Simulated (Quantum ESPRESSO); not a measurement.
# Computed records: MgAlGaS$_{4}$ (made-up cell, one site empty)

Computed with Quantum ESPRESSO 7.5. Calculation on a made-up crystal cell, not a measurement, run twice, once with a planted mistake found by running each candidate: periodic Kohn-Sham density functional theory in plane waves with PseudoDojo standard norm-conserving scalar-relativistic pseudopotentials, each functional with its own files (v0.5 for PBE, v0.4.1 for LDA and PBEsol), no spin polarisation, no spin-orbit coupling, atoms not relaxed, stress positive in tension, energies less a fixed whole-eV offset for each atom's element; levels are Kohn-Sham levels at fractions of this cell's reciprocal vectors, counted from the reference band (half the neutral cell's valence electrons, rounded up) at Gamma; error bars cover cutoff and k-mesh only, not smearing or the files; each bar is the largest change over components, and at least 0.002 eV, 0.002 eV per angstrom or 0.02 GPa; a charged cell sits in a uniform background, with energy and stress on this program's zero of potential; energies are for the whole cell, and the offsets were chosen from early runs and are not element reference energies; a distance is the largest change of any value in units of its error bar (the energy's for the smearing term), a scale change is of lengths, and a coarse mesh keeps the half-step shift.

```json
{"formula": "MgAlGaS4", "kind": "made-up cell, one site empty", "intended_structure": {"cell_angstrom": [[5.4868, 0.0329, -0.0047], [0.0329, 5.4958, 0.013], [-0.0047, 0.013, 5.5672]], "atoms_fractional": [["Mg", 0.00089, 0.00039, -0.00361], ["Al", 0.00979, 0.50879, 0.50654], ["Ga", 0.50313, 0.48644, 0.0119], ["S", 0.25148, 0.2553, 0.24338], ["S", 0.24745, 0.77139, 0.74341], ["S", 0.74477, 0.26234, 0.74905], ["S", 0.75001, 0.76326, 0.24819]]}, "given": {"lattice_type": "zincblende/diamond", "empty_site": 3, "intended_functional": "pbe", "intended_cutoff [eV]": 1143, "intended_fermi_dirac_smearing [eV]": 0.025, "intended_scf_tolerance [eV]": 1e-07, "intended_electrons_removed": 0, "healthy_free_energy_less_offsets [eV]": 4.548, "healthy_scf_iterations": 10, "healthy_smearing_term_minus_ts [eV]": 0.0, "healthy_pressure [GPa]": -3.11, "healthy_stress_xx [GPa]": 3.47, "healthy_stress_yy [GPa]": 2.17, "healthy_stress_zz [GPa]": 3.71, "healthy_stress_yz [GPa]": -0.23, "healthy_stress_xz [GPa]": 1.24, "healthy_stress_xy [GPa]": 0.22, "healthy_reference_band": 25, "faulty_free_energy_less_offsets [eV]": 7.678, "faulty_scf_iterations": 10, "faulty_smearing_term_minus_ts [eV]": 0.0, "faulty_pressure [GPa]": -26.93, "faulty_stress_xx [GPa]": 27.29, "faulty_stress_yy [GPa]": 25.97, "faulty_stress_zz [GPa]": 27.53, "faulty_stress_yz [GPa]": -0.23, "faulty_stress_xz [GPa]": 1.22, "faulty_stress_xy [GPa]": 0.22, "faulty_reference_band": 25, "candidate_k_points_along_each_vector": 1, "candidate_cutoff [eV]": 757, "candidate_smearing [eV]": 0.48, "candidate_functional": "lda", "candidate_scf_tolerance [eV]": 0.06, "candidate_electrons_removed": 1, "candidate_scale_change [percent]": -0.55, "candidate_first_exchanged_site": 4, "candidate_second_exchanged_site": 6, "intended_k_mesh": "4 x 4 x 4, shifted by half a step", "structure_shown": "as intended, without the mistake", "atom_site": [1, 2, 4, 5, 6, 7, 8], "atom_energy_offset [eV]": [-1617, -64, -2080, -302, -302, -302, -302], "healthy_force_site": [1, 2, 4, 5, 6, 7, 8], "healthy_force_x [eV/angstrom]": [-0.296, -0.331, 0.169, 0.021, 0.744, 0.068, -0.375], "healthy_force_y [eV/angstrom]": [0.242, 0.482, 1.191, 0.568, -1.626, 0.501, -1.358], "healthy_force_z [eV/angstrom]": [0.066, -0.145, -0.357, 1.017, -0.689, -0.697, 0.806], "healthy_level_k_point": ["Gamma", "(1/2,1/2,1/2)", "(0.15,0,0)", "(0,0.15,0)", "(0,0,0.15)"], "healthy_next_band_up [eV]": [1.69, 1.88, 2.113, 2.026, 2.091], "faulty_force_site": [1, 2, 4, 5, 6, 7, 8], "faulty_force_x [eV/angstrom]": [-0.298, -0.331, 0.169, 0.032, 0.754, 0.059, -0.384], "faulty_force_y [eV/angstrom]": [0.246, 0.482, 1.183, 0.579, -1.635, 0.511, -1.366], "faulty_force_z [eV/angstrom]": [0.068, -0.146, -0.356, 1.025, -0.703, -0.706, 0.818], "faulty_level_k_point": ["Gamma", "(1/2,1/2,1/2)", "(0.15,0,0)", "(0,0.15,0)", "(0,0,0.15)"], "faulty_next_band_up [eV]": [1.681, 1.871, 2.105, 2.018, 2.083], "candidate_mistake": ["coarse kmesh", "low cutoff", "wide smearing", "wrong functional", "loose scf", "wrong charge", "cell scaled", "atoms exchanged"]}, "results": {"fault_kind": "low cutoff", "other_mistakes_compared": 7, "distance_from_healthy [error bars]": 1565.0, "distance_from_nearest_other_mistake [error bars]": 1452.0, "healthy_error_bar_energy [eV]": 0.002, "healthy_error_bar_stress [GPa]": 0.02, "healthy_error_bar_force [eV/angstrom]": 0.004066, "healthy_error_bar_next_band_up [eV]": 0.002}}
```
